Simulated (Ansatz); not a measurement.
TiPt$_{3}$: stiffness from a series of strains

```
CELL_PARAMETERS angstrom
3.89700 0.00000 0.00000
0.00000 3.89700 0.00000
0.00000 0.00000 3.89700
ATOMIC_POSITIONS crystal
Ti 0.00000 0.00000 0.00000
Pt 0.00000 0.50000 0.50000
Pt 0.50000 0.00000 0.50000
Pt 0.50000 0.50000 0.00000
```

Atoms are numbered in the order listed.

Conventional cell: a = 3.897 Å, b = 3.897 Å, c = 3.897 Å, α = 90.00°, β = 90.00°, γ = 90.00°. Ti (atom 1) is surrounded by 12 Pt at 2.76 Å. Around Pt (atom 2) lie 4 Ti at 2.76 Å and 8 Pt at 2.76 Å.

The cell is COD entry 1539263, as deposited and not checked against the literature; nothing was relaxed. It is an old determination, and later ones may differ.

No spin–orbit coupling, which matters for the heavy atoms here.

All numbers below come from Ansatz 0.2.0, DFT, PBEsol, all-electron LAPW, scalar-relativistic.

The runs use a Γ-centred 9×9×9 k mesh, Fermi–Dirac smearing of 0.05 eV, basis error target 0.5 meV/atom, no spin polarisation.

The strain is applied along the Cartesian axes of the cell as listed (the other components stay zero). Fractional coordinates are held (clamped ions).

σ is the change of stress from the unstrained cell, which is at 0.50 GPa; tension is positive, so slopes are stress–strain coefficients at that pressure. In a metal the k mesh adds noise.

Only quantities that a quadratic follows smoothly over the whole series are listed; rougher ones are left out.

| εzz | σzz (GPa) | σxx (GPa) |
| --- | --- | --- |
| -0.0200 | -8.22 | -4.52 |
| 0.0000 | 0.00 | 0.00 |
| 0.0100 | 3.77 | 2.00 |
| 0.0200 | 7.36 | 3.81 |

Fit the series and read off the stiffness at zero strain.

Least-squares fits y = p0 + p1 x + p2 x² to the rows give σzz (GPa): p1 = 389, p2 = -1100; σxx (GPa): p1 = 208, p2 = -890. So C11 = 389 GPa and C12 = 208 GPa, which gives B = (C11 + 2 C12)/3 = 268 GPa.

One run, at εzz = -0.0100, is withheld. Predict its row.

The fits give -4.01, -2.17; the run gave -3.98, -2.18.
